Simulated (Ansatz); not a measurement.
## What a change of settings does: HfN (rocksalt type)

First run: DFT, PBEsol, all-electron LAPW, scalar-relativistic (Ansatz 0.2.0).

Command: `ansatz run input.yaml --threads 1 --pin off --max-ram 2048MiB --backend cpu --events-out ev --progress --plain --runs-dir out` It took 23 s on 1 thread of Intel(R) Xeon(R) Platinum 8488C (Sapphire Rapids), with other jobs on the host, peak memory 0.55 GiB.

```yaml
crystal:
  lattice:
    - [0.0, 2.0894181926, 2.0894181926]
    - [2.0894181926, 0.0, 2.0894181926]
    - [2.0894181926, 2.0894181926, 0.0]
  atoms:
    - { symbol: Hf, position: [0.0, 0.0, 0.0] }
    - { symbol: "N", position: [0.5, 0.5, 0.5] }
kpoints:
  mp_grid: { grid: [15, 15, 15] }
scf:
  occupations: { method: fermi_dirac, width: 0.08 }
hamiltonian:
  xc: pbesol
  pseudopotentials: { kind: all_electron, lapw: { basis_error: 0.001 } }
output:
  forces: true
  stress: true
  eigenvalues: true
  populations: true
```

The cell comes from a relaxation on PAW files under the same functional, begun from a prototype that needn't be the stable phase.

This run: volume at 0.8 of the series' base cell.

It converges in 10 SCF iterations at a pressure of 101.9 GPa.

The input is then changed:

```diff
 scf:
-  occupations: { method: fermi_dirac, width: 0.08 }
+  occupations: { method: methfessel_paxton, width: 0.001 }
 hamiltonian:
   pseudopotentials: { kind: all_electron, lapw: { basis_error: 0.001 } }
+  hubbard: { sites: [{ species: Hf, l: d, u_eff: 4.0 }], double_counting: amf }
 output:
```

Problem. Predict the outcome of the changed run.

Solution. It converges in 11 SCF iterations at a pressure of 101.9 GPa. More than one line changes, and not each need have an effect. Results part of its log:
```
SCF 1 converged in 11 iterations: F = -411614.096668 eV  dr2 = 1.02e-8
SCF converged after 11 iterations
Stability not checked: this state was not tested for a lower state beside it, because cold or Methfessel-Paxton smearing, or corrected tetrahedra, fill the levels in a way that the test cannot read (fill_not_monotonic; see scf.lower_state_search)
Free energy (F): -411614.096668 eV
Harris-Foulkes:  -411614.096668 eV  (|F-HF|=1.36e-8)
Internal energy: -411614.096665 eV  (E = F + TS)
E sigma→0 (E₀):  -411614.096667 eV
Entropy (-TS):   -0.000002 eV (-0.001 meV/atom)
Fermi energy:    30.497524 eV
--- Per-component energies (eV) ---
  E_band       = -5005.101636
  E_kinetic    = 457819.701892
  E_xc         = -8482.347157
  E_hubbard    = -0.000301  (on-site DFT+U / exact-exchange correction)
  E_vhub       = -0.000599  (the Hubbard potential's part of the band-sum identity)
  E_electrostatic = -860951.451100  (all electrons and nuclei)
  E_smearing   = -0.000002  (= −TS)
  E_closure    = 0.000000  (closes the sum)
  E_atoms      = -411595.030029  (free atoms, spherical and without spin; not in F)
  Σ components = -411614.096668   (vs F -411614.096668, Δ=0.00e0)
[... lines left out ...]
--- Forces (eV/Å), atoms counted from 1 ---
  atom   1  Hf    -0.00000000     0.00000000    -0.00000000
  atom   2  N      0.00000000    -0.00000000    -0.00000000
  max |Σ_I F_I| component: 1.42e-29 eV/Å
--- Stress (GPa, compression-positive) ---
      101.886808      -0.000000       0.000000
       -0.000000     101.886808      -0.000000
        0.000000      -0.000000     101.886808
  P = ⅓ Tr σ = 101.8868 GPa (1018.868 kbar)
--- Band table (eV; the first three rows and the last of 120) ---
  k-point 0: bands = ["-475.5554", "-345.3058", "-342.4354", "-342.4354", "-342.4354", "-170.5140", "-170.5140", "-170.5110", "-170.5110", "-170.5110", "-31.6152", "0.1820", "0.1820", "0.1820", "11.6588", "18.5084", "18.5084", "18.5084", "18.6193", "18.8321", "18.8321", "18.8321", "27.4747", "27.4747", "27.4747", "29.7973", "29.7973", "29.7973", "32.9212", "32.9212", "34.7510"]
  k-point 1: bands = ["-475.5554", "-345.3058", "-342.4354", "-342.4354", "-342.4354", "-170.5140", "-170.5140", "-170.5110", "-170.5110", "-170.5110", "-31.6074", "0.0666", "0.1746", "0.1746", "11.8337", "18.5062", "18.5161", "18.5161", "18.6237", "18.8250", "18.8250", "18.8324", "26.9221", "27.0638", "27.0638", "30.0136", "30.0136", "30.0370", "33.4212", "33.4212", "35.0567"]
  k-point 2: bands = ["-475.5554", "-345.3058", "-342.4354", "-342.4354", "-342.4354", "-170.5140", "-170.5140", "-170.5110", "-170.5110", "-170.5110", "-31.5853", "-0.2453", "0.1538", "0.1538", "12.3189", "18.5023", "18.5389", "18.5389", "18.6365", "18.8058", "18.8058", "18.8331", "25.7586", "26.1897", "26.1897", "30.4338", "30.5506", "30.5506", "34.6567", "34.6567", "35.8464"]
  k-point 119: bands = ["-475.5554", "-345.3057", "-342.4354", "-342.4354", "-342.4354", "-170.5140", "-170.5140", "-170.5110", "-170.5110", "-170.5110", "-31.3722", "-1.1105", "-1.0513", "-0.5779", "13.8059", "18.6107", "18.6810", "18.6846", "18.7324", "18.7380", "18.7916", "18.8393", "23.3504", "24.7390", "24.8252", "31.4436", "32.4134", "37.8333", "38.6880", "39.1032", "44.5296"]
Occupation matrices written to <dir>
--- Löwdin populations: 2 sites ---
  site symbol       q [e]
     0     Hf     71.4393
     1      N      7.5151
  spilling = 0.000576 (of n_electrons = 79.000000)
```
